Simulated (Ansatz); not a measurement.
Structure from Materials Project entry mp-1307 (possibly hypothetical), not relaxed further.

LiGa: DFT, r2SCAN, all-electron PAW with datasets made for the crystal, scalar-relativistic (Ansatz 0.2.0).

```yaml
crystal:
  lattice:
    - [0.0, 3.0809132218, 3.0809132218]
    - [3.0809132218, 0.0, 3.0809132218]
    - [3.0809132218, 3.0809132218, 0.0]
  atoms:
    - { symbol: Li, position: [0.5, 0.5, 0.5] }
    - { symbol: Li, position: [0.75, 0.75, 0.75] }
    - { symbol: Ga, position: [0.0, 0.0, 0.0] }
    - { symbol: Ga, position: [0.25, 0.25, 0.25] }
kpoints:
  mp_grid: { grid: [12, 12, 12] }
  band_path:
    path:
      - [0.0, 0.0, 0.0]
      - [0.5, 0.0, 0.5]
      - [0.625, 0.25, 0.625]
      - [0.375, 0.375, 0.75]
      - [0.0, 0.0, 0.0]
      - [0.5, 0.5, 0.5]
      - [0.5, 0.25, 0.75]
      - [0.5, 0.0, 0.5]
    npoints: 8
scf:
  occupations: { method: fermi_dirac, width: 0.05 }
hamiltonian:
  xc: r2scan
  pseudopotentials: { kind: all_electron, datasets: crystal }
output:
  forces: true
  stress: true
  eigenvalues: true
  efg: { contact_densities: true }
```

Output:

```
hamiltonian.pseudopotentials.datasets: crystal makes datasets for this crystal and solves the spheres of its atoms anew in each pass: cutoff 240.0 eV, the density's 1680.0 eV; for an error of 0.50 meV an atom under PBE, 2.0 meV for the cell; an energy difference from a run of another recipe may be off by several times the error for the cell, under r2SCAN by more, where some 0.1 meV an atom stays at smaller errors; Li in spheres of 1.334 Å, 1 of its electrons in bands; Ga in spheres of 1.334 Å, 13 of its electrons in bands
band count auto-derived: 19 (N_el = 28.0; filled up to band 14; 18 by the electrons, moments and atoms)
Engine: ansatz 0.2.0
Pseudopotentials: kind: all_electron
Pseudopotential: Li, paw, valence charge 1, recommended cutoff 240 eV (normal), Koelling and Harmon's equation, gaussian nucleus
Pseudopotential: Ga, paw, valence charge 13, recommended cutoff 240 eV (normal), Koelling and Harmon's equation, gaussian nucleus
Functional definition: r2SCAN
  parameter k0 = 0.174
  parameter k1 = 0.065
  parameter a1 = 4.9479
  exchange = r2scan_x(k0 = k0, k1 = k1, a1 = a1)
  correlation = r2scan_c
Crystal: 4 atoms, lattice volume = 58.488 Å³
Basis set: ecut = 240 eV, 531 PW (Γ), exchange–correlation on 90×90×90 points (27 copies of the dense FFT grid, shifted against one another)
Bands: 19, of which v1, the nominal top of the filled ones, is band 14 counted from 1 (13 counted from 0)
Symmetry: 48 space group operations
Space group: Fd-3m (ITA 227), of the structure as read, at distance tolerance 3.9e-5 Å
k-points: 72 of 1728
Non-local potential: Li, projectors of the file, l = 0: 1, l = 1: 1
Non-local potential: Ga, projectors of the file, l = 0: 1, l = 1: 1, l = 2: 2
PAW form: soft (Blöchl's): semilocal exchange-correlation on the pseudo side does not see the compensation charge
PAW one-centre angular grid: Li, 302 points (default); XC on its mesh's 2111 points in the sphere
PAW one-centre angular grid: Ga, 590 points (default); XC on its mesh's 1907 points in the sphere
Initial density: superposition of atomic densities (neutral atoms: chi_scale 0, normalization atom)
Initial wavefunctions: pseudopotential atomic-orbital guess
Functional: x = r2scan, c = r2scan; τ floored in thin density (d = 2e-4 eV/Å³)
iter 1 solved again at ethr=1.17e-3 eV; its pass at ethr=1.00e-1 eV (dr2=3.29e-1 eV) is discarded
SCF iter   1: F=—  HF=-106229.486746 eV  |F-HF|=—  |Δ(HF+E_count)|=         —  Δρ=2.44e-2  dr2=3.31e-1  dr2_τ=6.37e-3  ethr=1.17e-3  ⟨swp⟩=3.5  Hψ=7544  notcnv=0
preconditioner: auto → Kerker (q_TF=auto, 2.413 Å⁻¹)  [metal: Δε(μ)=0.022 eV  Ē_g=15.956 eV  σ=0.050 eV  W_gap=0.11  n_scr=14 (ndim 8)  ℏωp=25.7 eV  f_vac=0.000  D(μ)=0.68/eV (n_scr^D=0)]
SCF iter   2: F=—  HF=-106229.387815 eV  |F-HF|=—  |Δ(HF+E_count)|=   9.89e-2  Δρ=1.64e-2  dr2=1.51e-1  dr2_τ=4.91e-6  ethr=1.17e-3  ⟨swp⟩=3.0  Hψ=2953  notcnv=0
SCF iter   3: F=—  HF=-106229.441687 eV  |F-HF|=—  |Δ(HF+E_count)|=   5.39e-2  Δρ=5.37e-3  dr2=1.81e-2  dr2_τ=1.48e-5  ethr=5.40e-4  ⟨swp⟩=3.1  Hψ=3623  notcnv=0  defer=1
SCF iter   4: F=—  HF=-106229.452005 eV  |F-HF|=—  |Δ(HF+E_count)|=   1.03e-2  Δρ=2.88e-3  dr2=6.04e-3  dr2_τ=4.79e-6  ethr=6.46e-5  ⟨swp⟩=2.7  Hψ=3363  notcnv=0  defer=6
SCF iter   5: F=—  HF=-106229.456158 eV  |F-HF|=—  |Δ(HF+E_count)|=   4.15e-3  Δρ=1.50e-3  dr2=1.64e-3  dr2_τ=5.03e-7  ethr=2.16e-5  ⟨swp⟩=3.0  Hψ=2863  notcnv=0  defer=3
iter 6 solved again at ethr=1.21e-7 eV; its pass at ethr=5.87e-6 eV (dr2=3.40e-5 eV) is discarded
SCF iter   6: F=—  HF=-106229.457919 eV  |F-HF|=—  |Δ(HF+E_count)|=   1.76e-3  Δρ=2.83e-4  dr2=3.38e-5  dr2_τ=3.41e-7  ethr=1.21e-7  ⟨swp⟩=2.0  Hψ=6645  notcnv=0  defer=1
SCF iter   7: F=—  HF=-106229.457885 eV  |F-HF|=—  |Δ(HF+E_count)|=   3.47e-5  Δρ=8.85e-5  dr2=3.46e-6  dr2_τ=1.67e-8  ethr=1.21e-7  ⟨swp⟩=3.0  Hψ=3449  notcnv=0
SCF iter   8: F=—  HF=-106229.457891 eV  |F-HF|=—  |Δ(HF+E_count)|=   6.14e-6  Δρ=4.68e-5  dr2=1.26e-6  dr2_τ=1.50e-10  ethr=1.24e-8  ⟨swp⟩=3.0  Hψ=2721  notcnv=0
SCF iter   9: F=—  HF=-106229.457892 eV  |F-HF|=—  |Δ(HF+E_count)|=   1.14e-6  Δρ=1.41e-5  dr2=1.27e-7  dr2_τ=6.95e-11  ethr=4.51e-9  ⟨swp⟩=3.0  Hψ=2758  notcnv=0
SCF iter  10: F=-106229.457892 eV  HF=-106229.457892 eV  |F-HF|=1.95e-9  |Δ(HF+E_count)|=   1.36e-7  Δρ=3.67e-6  dr2=1.17e-8  dr2_τ=3.83e-12  ethr=4.55e-10  ⟨swp⟩=3.0  Hψ=2725  notcnv=0
SCF 1 converged in 10 iterations: F = -106229.457891 eV  dr2 = 1.17e-8
  Residual-converged pass: ⟨swp⟩=3.2  Hψ=2965  notcnv=0  max |occ|·‖R‖ = 6.6e-6 eV (tolerance 6.7e-6 eV)  dr2=1.14e-8  dr2_τ=3.52e-12  dr2_onsite=4.54e-9  max |Δocc| = 7.5e-10
  greatest PAW one-centre occupation: 0.996 electrons in one spin orbital (limit 2), on the Ga atom at site 3 (counted from 0), in its partial waves of l = 2
NSCF: frozen V_eff on 57 k-points
SCF converged after 10 iterations
Free energy (F): -106229.457891 eV
Harris-Foulkes:  -106229.457891 eV  (|F-HF|=1.95e-9)
Internal energy: -106229.454521 eV  (E = F + TS)
E sigma→0 (E₀):  -106229.456206 eV
Entropy (-TS):   -0.003370 eV (-0.843 meV/atom)
Past the cutoff: the bands carry plane waves up to 2.50 times it, of which those up to 1.5 times it add -0.000447 eV an atom, each by itself; the spheres take 0.000347 eV an atom off the energy for waves past 2.50 times it
Past the cutoffs: a stress includes 0.0025 GPa for waves and charges beyond them, in addition to the slope of what the spheres take
In the spheres:  the bands' charges fall short by 1.9e-7 e at most (sound up to 1e-3)
Fermi energy:    9.917360 eV
--- Per-component energies (eV) ---
  The terms above E_closure are by the made datasets' own strengths, without shells solved beside the bands.
--- Forces (eV/Å), atoms counted from 1 ---
  atom   1  Li     0.00000000     0.00000000     0.00000000
  atom   2  Li     0.00000000     0.00000000     0.00000000
  atom   3  Ga    -0.00000000     0.00000000     0.00000000
  atom   4  Ga    -0.00000000     0.00000000     0.00000000
  max |Σ_I F_I| component: 1.62e-17 eV/Å
--- Stress (GPa, compression-positive) ---
        0.222243       0.000000      -0.000000
        0.000000       0.222243       0.000000
        0.000000       0.000000       0.222243
  P = ⅓ Tr σ = 0.2222 GPa (2.222 kbar)
--- PAW observables at the nuclei: V_zz in 10²¹ V/m², potentials from the cell's mean, atoms counted from 1 ---
  atom   1  Li V_zz =    -0.000000   η = 0.0000   by run symmetry: forbidden
            electrostatic potential = -169.379386 V   contact ρ = 94.089973 e/Å³
  atom   2  Li V_zz =    -0.000000   η = 0.0000   by run symmetry: forbidden
            electrostatic potential = -169.379386 V   contact ρ = 94.089973 e/Å³
  atom   3  Ga V_zz =    +0.000000   η = 0.0000   by run symmetry: forbidden
            electrostatic potential = -4131.073954 V   contact ρ = 187204.240602 e/Å³
  atom   4  Ga V_zz =    +0.000000   η = 0.0000   by run symmetry: forbidden
            electrostatic potential = -4131.073954 V   contact ρ = 187204.240602 e/Å³
--- Band table (eV; the first three rows and the last of 72) ---
  k-point 0: bands = ["-6.2881", "-6.2881", "-6.2881", "-6.2681", "-6.2681", "-6.0336", "-6.0336", "-6.0336", "-5.9770", "-5.9770", "-1.3701", "10.2276", "10.2276", "10.2276", "10.8046", "10.8258", "10.8258"]
  k-point 1: bands = ["-6.2968", "-6.2968", "-6.2869", "-6.2570", "-6.2570", "-6.0361", "-6.0361", "-6.0352", "-5.9752", "-5.9752", "-1.2978", "8.7482", "9.8331", "9.8331", "10.7330", "11.2914", "11.2914"]
  k-point 2: bands = ["-6.3072", "-6.3072", "-6.2840", "-6.2410", "-6.2410", "-6.0413", "-6.0413", "-6.0392", "-5.9717", "-5.9717", "-1.0830", "7.1341", "9.3561", "9.3561", "10.5385", "11.8007", "11.8007"]
  k-point 71: bands = ["-6.3432", "-6.3432", "-6.1993", "-6.1993", "-6.1337", "-6.1337", "-6.0891", "-6.0891", "-5.9335", "-5.9335", "2.1810", "2.1810", "5.6887", "5.6887", "12.2413", "12.2413", "13.8993"]
```
